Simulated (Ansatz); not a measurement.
This Be4Se structure is the end of a relaxation. The cell was found from a structure generator's guess, not taken from experiment.

Theory: DFT PBE, scalar-relativistic, plane waves, PAW (Ansatz 0.2.0). Cutoff 420 eV, Γ-centred mesh, Gaussian smearing, no spin polarisation.

```
Be Se
1.0
     2.61480   -2.62553    0.00000
     2.61480    2.62553    0.00000
     0.00000    0.00000    9.62982
Be Se
8 2
Direct
  0.25072 0.25024 0.39431
  0.74928 0.74976 0.89431
  0.74993 0.25808 0.49521
  0.25007 0.74192 0.99521
  0.74976 0.74928 0.10569
  0.25024 0.25072 0.60569
  0.74192 0.25007 0.00479
  0.25808 0.74993 0.50479
  0.75076 0.24924 0.25000
  0.24924 0.75076 0.75000
```

Energies over the elements count from the elements' standard structures at the same level, with no fitted energy shifts.

Q: What space group does it have?

A: C222_1 (No. 20). Conventional cell: a = 5.230 Å, b = 5.251 Å, c = 9.630 Å. Around Be on its first site lie 5 Be at 2.04–2.14 Å and 2 Se at 2.32 Å; around Be on its second site lie 4 Be at 2.09–2.14 Å, 1 Se at 2.36 Å and 4 Be at 2.58–2.67 Å; around Se lie 6 Be at 2.32–2.36 Å.

Q: What is its formation energy per atom?

A: +0.28 eV/atom. The separate elements lie lower, so it is unstable against them.

Q: Is it a metal?

A: Yes, bands cross the Fermi level on the 10×10×4 mesh.

The last run used a 10×10×4 mesh (in the run's order of axes) for its 10-atom cell and Gaussian smearing of 0.10 eV. The reference form of Se is held partly by dispersion forces, which this level lacks. This cell was reached by moving the atoms of another relaxed cell at random and relaxing again, last within the group found; it had no such test of its own.
